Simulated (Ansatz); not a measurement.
LaN:
```cif
data_LaN
_chemical_formula_sum 'N1 La1'
_space_group_name_H-M_alt 'P 1'
_space_group_IT_number 1
_cell_length_a 3.92203
_cell_length_b 3.92203
_cell_length_c 3.92203
_cell_angle_alpha 60.000
_cell_angle_beta 60.000
_cell_angle_gamma 60.000
loop_
_space_group_symop_operation_xyz
  'x, y, z'
loop_
_atom_site_label
_atom_site_type_symbol
_atom_site_fract_x
_atom_site_fract_y
_atom_site_fract_z
_atom_site_occupancy
N1 N 0.25000 0.25000 0.25000 1
La1 La 0.00000 0.00000 0.00000 1
```

This is the PBEsol-relaxed structure.

Task: All from PBEsol in the plane-wave PAW code Ansatz, unless another level is named. Predict the zero-point energy.

Result: 45.9 meV/atom.

Task: Predict the highest zone-centre frequency (without LO–TO term).

Result: 42.6 meV.

Task: Give the Hill bulk and shear moduli.

Result: 91.8 and 18.6 GPa.

Task: Next, the vibrational entropy at 300 K?

Result: 28.5 J/(K·mol of atoms).

Space group F-43m (zinc blende). The start of the workflow was typed in or built on a structure type; neither database checked (COD, Materials Project) lists it. COD files the formula under space group No. 225. Its standing as an ambient phase is unchecked. The cell was relaxed with PBEsol under the symmetry of its start; whether a distortion lowers the energy is not shown. Scalar-relativistic: spin–orbit coupling is off unless named, which matters more the heavier the elements.

Potentials: the earlier of the program's two PAW sets. The files were generated under PBE; for other functionals the program regenerates the frozen cores, and for LDA and PBEsol the local potential too.
